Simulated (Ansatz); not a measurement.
**Elastic constants of Ni$_{2}$H at 10 GPa (stress–strain coefficients): input and output**

Method: DFT LDA, scalar-relativistic, plane waves, PAW (Ansatz).

Launched with:
```bash
ansatz run input.yaml --threads 1 --pin off --max-ram 3072MiB --backend cpu --events-out ev --progress --plain --runs-dir out
```

Input (bare energies are in eV):
```yaml
crystal:
  lattice:
    - [2.4594673702, 0.0, 0.0]
    - [-1.2297336851, 2.1299612224, 0.0]
    - [0.0, 0.0, 4.0678561874]
  atoms:
    - { symbol: Ni, position: [0.6666666667, 0.3333333333, 0.7681801702] }
    - { symbol: Ni, position: [0.3333333333, 0.6666666667, 0.2878198298] }
    - { symbol: H, position: [0.0, 0.0, 0.028] }
basis:
  ecutwfc: 420
kpoints:
  mp_grid: { grid: [18, 18, 10] }
hamiltonian:
  xc: lda
scf:
  occupations: { method: fermi_dirac, width: 0.15 }
output:
  forces: true
  stress: true
  eigenvalues: true
elastic:
  mode: relaxed_ion
  amplitude: 0.005
  stencil: two_point
```

From the output:
```
--- Elastic constants: 3 strain directions × 2 members + reference (group order 12) ---
  dense FFT box of the reference and of every strained cell: 18×18×30
  strains applied: 11, 33, 23; error gains: componentwise 1.00 (the most a stress slope's error grows in a printed constant), spectral 1.41 (1 for all six strains in a standard setting)
  reference relaxed by the batch: 3 steps; max|allowed force component| 1.70e-4 eV/Å at the deck's positions, 3.58e-8 at the last accepted step, 3.57e-8 by the solve of record
  largest displacement 7.2e-6 Å; the constants are those of the deck's cell at these positions:
  atoms:
    - { symbol: Ni, position: [0.6666666666666666, 0.33333333333333326, 0.7681784092808772] }
    - { symbol: Ni, position: [0.33333333333333326, 0.6666666666666665, 0.28782159071912256] }
    - { symbol: H, position: [-2.738772723167421e-36, 3.767537182026223e-36, 0.027999999999999997] }
  C = ∂σ_k/∂η_j (tension-positive GPa; Voigt order 11 22 33 23 13 12):
       441.184    216.757    205.751    -24.685      0.000      0.000
       216.757    441.184    205.751     24.685      0.000      0.000
       205.625    205.625    461.436      0.000      0.000      0.000
       -24.686     24.686     -0.000     92.893      0.000     -0.000
         0.000      0.000      0.000      0.000     92.893    -24.686
         0.000      0.000      0.000      0.000    -24.685    112.214
  reference stress σ⁰ (GPa):     -9.982     -9.982     -9.982      0.000     -0.000     -0.000
  C* (energy form; C + prestress term) asymmetry max|C*_kj − C*_jk| = 1.260e-1 GPa — a small one proves nothing (zero by symmetry where the batch's group is 432, −43m or m−3m); a large one is finite-difference/SCF noise where every solve ...
  moduli (Voigt/Reuss/Hill, GPa): K = 288.90/288.87/288.88   G = 107.31/100.58/103.95   E = 278.44   ν = 0.339
  mechanically stable: yes (min eigenvalue of sym C = 76.04 GPa)
  strain η (Voigt 11):  stress-route row diagonal C_11 = 441.18 GPa, energy-path curvature d²(F+E_count+ΔE)/dδ²/Ω₀ = 441.12 GPa
         δ    σ_11 (GPa) F (eV) n_scf n_hpsi n_pw
    -5.000e-3     -12.2406      -11562.6987444       6  253015    430   relax 4 steps, max|allowed force component| 3.88e-5 eV/Å
     5.000e-3      -7.8288      -11562.7120377       6  246663    434   relax 3 steps, max|allowed force component| 2.22e-5 eV/Å
  strain η (Voigt 33):  stress-route row diagonal C_33 = 461.44 GPa, energy-path curvature d²(F+E_count+ΔE)/dδ²/Ω₀ = 461.31 GPa
         δ    σ_33 (GPa) F (eV) n_scf n_hpsi n_pw
    -5.000e-3     -12.3275      -11562.6987026       6   93561    428   relax 3 steps, max|allowed force component| 1.23e-7 eV/Å
     5.000e-3      -7.7132      -11562.7120018       6   93866    434   relax 3 steps, max|allowed force component| 1.26e-8 eV/Å
  strain η (Voigt 23):  stress-route row diagonal C_44 = 92.89 GPa, energy-path curvature d²(F+E_count+ΔE)/dδ²/Ω₀ = 97.96 GPa
         δ    σ_23 (GPa) F (eV) n_scf n_hpsi n_pw
    -5.000e-3      -0.4674      -11562.7059585       6  250304    434   relax 3 steps, max|allowed force component| 2.72e-6 eV/Å
     5.000e-3       0.4615      -11562.7059605       6  246993    434   relax 3 steps, max|allowed force component| 5.81e-7 eV/Å
```

It took 8.8 min on 1 thread of Arm Neoverse V1 (shared host), peak memory 0.66 GiB.

In a metal, frequencies and elastic constants depend on the k mesh and the smearing, soft modes and shear constants most. Spin polarisation was left out, and a magnetic state may lie lower. Other phases may be more stable at this pressure.